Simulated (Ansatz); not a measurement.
Rb$_{2}$H$_{6}$Pt:
Space group Fm-3m (No. 225); a = b = c = 8.507 Å, α = β = γ = 90.00°

```json
[
 {"atom": "Rb", "site": "8c", "symmetry": "-43m", "x": "0.2500", "y": "0.2500", "z": "0.2500"},
 {"atom": "H", "site": "24e", "symmetry": "4m.m", "x": "0.0000", "y": "0.0000", "z": "0.1929"},
 {"atom": "Pt", "site": "4a", "symmetry": "m-3m", "x": "0.0000", "y": "0.0000", "z": "0.0000"}
]
```
(The calculation used a cell of 9 atoms; values per cell refer to that cell.)

Relaxed with r²SCAN.

**Question.** Tabulate the valence density and the electron localisation function along the shortest Rb–H contact (3.05 Å), DFT-r²SCAN in the program Ansatz with PAW potentials.

**Answer.** 

| distance from Rb (Å) | density (e/Å³) | ELF |
|---|---|---|
| 0.30 | 1.75 | 0.27 |
| 0.46 | 2.13 | 0.66 |
| 0.61 | 1.96 | 0.83 |
| 0.76 | 1.41 | 0.87 |
| 0.91 | 0.85 | 0.86 |
| 1.07 | 0.45 | 0.79 |
| 1.22 | 0.23 | 0.57 |
| 1.37 | 0.12 | 0.21 |
| 1.52 | 0.07 | 0.05 |
| 1.68 | 0.05 | 0.03 |
| 1.83 | 0.06 | 0.07 |
| 1.98 | 0.08 | 0.31 |
| 2.13 | 0.12 | 0.71 |
| 2.29 | 0.18 | 0.90 |
| 2.44 | 0.30 | 0.96 |
| 2.59 | 0.52 | 0.99 |
| 2.74 | 0.89 | 1.00 |

The density is the valence pseudo-density with augmentation charge, so density and ELF within about 1 Å of a nucleus are not all-electron values.

The workflow started from a Materials Project entry (that database holds measured and hypothetical structures alike); the Crystallography Open Database copy checked does not list it. Whether it is the stable phase at ambient conditions was not checked. Symmetry was held in the r²SCAN relaxation; its stability against distortions is not shown here. No spin polarisation was allowed. Scalar-relativistic: spin–orbit coupling is off unless named, which matters more the heavier the elements.

Potentials: the later of the program's two PAW sets.
